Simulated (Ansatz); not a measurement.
## Ge (Fd-3m), stationary points along a deformation path

Level of theory: DFT PBEsol, scalar-relativistic, plane waves, PAW in Ansatz 0.2.0. Cutoff 420 eV, Γ-centred 16×16×16 k-points, Gaussian smearing of 0.15 eV. No spin polarisation. Energies are free energies at this smearing, counted from the undisturbed cell; pressure is positive in compression.

The starting cell (as given, not relaxed at this level; it stands at 0.7 GPa):

```
Ge
1.0
     0.00000    2.82877    2.82877
     2.82877    0.00000    2.82877
     2.82877    2.82877    0.00000
Ge
2
Direct
  0.50000 0.50000 0.50000
  0.75000 0.75000 0.75000
```

At fixed volume and fractional coordinates, lengths along (0.000, 0.000, 1.000) are scaled against those across it; ρ is that ratio over its starting value. V = 22.636 Å³/atom. Δσ is the stress along the axis less the mean stress across it (compression positive).

```csv
ρ,ΔE (meV/atom),Δσ (GPa),space group
0.650,256.4,6.89,I4_1/amd
0.707,199.5,7.38,I4_1/amd
0.780,128.3,7.80,I4_1/amd
0.850,66.8,7.12,I4_1/amd
0.920,20.7,4.88,I4_1/amd
0.960,5.3,2.68,I4_1/amd
1.000,0.0,0.00,Fd-3m
1.050,8.4,-3.76,I4_1/amd
1.100,33.4,-7.70,I4_1/amd
1.200,127.1,-14.84,I4_1/amd
1.300,253.2,-17.69,I4_1/amd
1.414,380.9,-13.89,I4_1/amd
1.500,443.7,-8.29,I4_1/amd
```

Question: How does the stress give the slope of the energy, and where is the energy stationary?

Answer: Along the path d ln(length) is 2/3 d ln ρ on the axis and −1/3 d ln ρ across it, so dE/d ln ρ = −(2/3) V Δσ: the energy falls with ρ where Δσ is positive. Δσ vanishes or changes sign at ρ = 1.000 (Fd-3m), a minimum at 0.0 meV/atom. Pairs of stationary points between two samples would go unseen, and could change a minimum read from distant neighbours into a maximum. At ρ = 1.000 the cell is cubic, where symmetry alone makes the stress isotropic and the slope zero.

Question: Which shear constant sets the curvature at ρ = 1?

Answer: For a cubic crystal E/V = (2/3) C (ln ρ)² with C = C′ = (C11 − C12)/2, so Δσ = −2C ln ρ. The parabola of Δσ against ln ρ through ρ = 0.960, 1 and 1.050 gives C ≈ 35 GPa with the ions clamped, rough because the steps are large. It is the stress–strain coefficient at this cell's pressure of 0.7 GPa, not the zero-pressure constant.

Question: Integrate that slope from ρ = 1 to 0.850 by the trapezoid rule.

Answer: With V/N in Å³ and 1 eV/Å³ = 160.2 GPa the slopes at ρ = 1.000, 0.960, 0.920, 0.850 are 0, -252, -459, -671 meV/atom per unit of ln ρ. The steps add 5.1 + 15.1 + 44.7 = 65.0 meV/atom, against 66.8 from the energies; the trapezoid rule misses the curvature of the slope within each step.

The gap closes along the scan, which can put kinks into the curve.

Cost: 13 runs of about 4.3 core-minutes in all, on Intel Xeon Processor @ 2.70GHz (shared hosts).